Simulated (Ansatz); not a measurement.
Theory: DFT PBE, scalar-relativistic, plane waves, PAW (Ansatz). Cutoff 420 eV, Γ-centred 10×10×10 mesh (10-atom cell), Gaussian smearing of 0.02 eV, no spin polarisation.

Formation energies are uncorrected and count from the elements' standard states at the same level.

Problem. Find a candidate tetragonal semiconductor that holds P and 2 more elements, with a gap near 0.9 eV, a formation energy near −0.39 eV/atom and a density near 4.47 g/cm³, in a cell of 10 atoms.

Solution. Ga5As2P3, space group I-4m2 (No. 119). Ga on a site of symmetry 2mm has 2 P at 2.40 Å and 2 As at 2.46 Å; Ga on a second site of symmetry 2mm has 4 P at 2.40 Å; P on a site of symmetry -4m2 has 4 Ga at 2.40 Å; As has 4 Ga at 2.46 Å; 2 more sites not described.

```cif
data_structure
_symmetry_space_group_name_H-M 'I-4m2'
_symmetry_Int_Tables_number 119
_cell_length_a 3.9581
_cell_length_b 3.9581
_cell_length_c 28.0282
_cell_angle_alpha 90.000
_cell_angle_beta 90.000
_cell_angle_gamma 90.000
_cell_volume 439.11
loop_
_atom_site_label
_atom_site_type_symbol
_atom_site_symmetry_multiplicity
_atom_site_Wyckoff_symbol
_atom_site_fract_x
_atom_site_fract_y
_atom_site_fract_z
_atom_site_occupancy
Ga1 Ga 4 e 0.50000 0.50000 0.39545 1
Ga2 Ga 4 e 0.00000 0.00000 0.29844 1
Ga3 Ga 2 b 0.50000 0.50000 0.00000 1
P1 P 2 d 0.50000 0.00000 0.25000 1
P2 P 4 f 0.00000 0.50000 0.15303 1
As1 As 4 f 0.50000 0.00000 0.05224 1
```

The volume per atom is 21.96 Å³ and the density is 4.47 g/cm³. The energy over the elements is −0.393 eV/atom. The gap on the 10×10×10 mesh of the 10-atom cell is 0.93 eV.

The structure comes from a generated guess, relaxed at this level; another structure or a mixture of phases may lie lower. The answer needn't be unique; the calculation gave this one.

Kohn–Sham gaps at this level usually fall short of measured ones. The reference forms of As and P are held partly by dispersion forces, which this level lacks. A later test with randomly moved atoms came back to the same energy, though modes that don't fit the test's cell weren't probed.
